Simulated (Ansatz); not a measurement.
Data:

Mg₅Si₁₆Pd₁₀:
```cif
data_Mg20Pd40Si64
_chemical_formula_sum 'Mg20 Si64 Pd40'
_space_group_name_H-M_alt 'F-43m'
_space_group_IT_number 216
_space_group_name_Hall 'F -4 2 3'
_cell_length_a 12.57899
_cell_length_b 12.57899
_cell_length_c 12.57899
_cell_angle_alpha 90.000
_cell_angle_beta 90.000
_cell_angle_gamma 90.000
loop_
_atom_site_label
_atom_site_type_symbol
_atom_site_symmetry_multiplicity
_atom_site_Wyckoff_symbol
_atom_site_fract_x
_atom_site_fract_y
_atom_site_fract_z
_atom_site_occupancy
Mg1 Mg 16 e 0.65340 0.65340 0.65340 1
Mg2 Mg 4 a 0.00000 0.00000 0.00000 1
Si1 Si 48 h 0.04502 0.18376 0.18376 1
Si2 Si 16 e 0.42829 0.42829 0.42829 1
Pd1 Pd 24 f 0.00000 0.00000 0.26371 1
Pd2 Pd 16 e 0.87291 0.87291 0.87291 1
```
(The calculation used a cell of 31 atoms; values per cell refer to that cell.)

This is the r²SCAN-relaxed structure.

### Question
All from the program Ansatz at the r²SCAN level (PAW), unless another level is named. Give the electronic character.

### Answer
metallic (no gap).

### Question
Next, the density of states at the Fermi level?

### Answer
0.18 states/eV per atom (mean over ±0.08 eV).

### Question
Next, the formation energy from the elements (no fitted shifts)?

### Answer
-44 kJ/mol-atom.

The workflow started from a Materials Project entry (that database holds measured and hypothetical structures alike); the Crystallography Open Database files this formula in space group No. 216, but the cells were not matched. Its standing as an ambient phase is unchecked. The r²SCAN relaxation kept the symmetry of its start; its stability against distortions is not shown here. The run is not spin-polarised. The references are the lowest solids computed at this level, not always the standard phases. Spin–orbit coupling is left out wherever it is not named.

Potentials: the later of the program's two PAW sets.
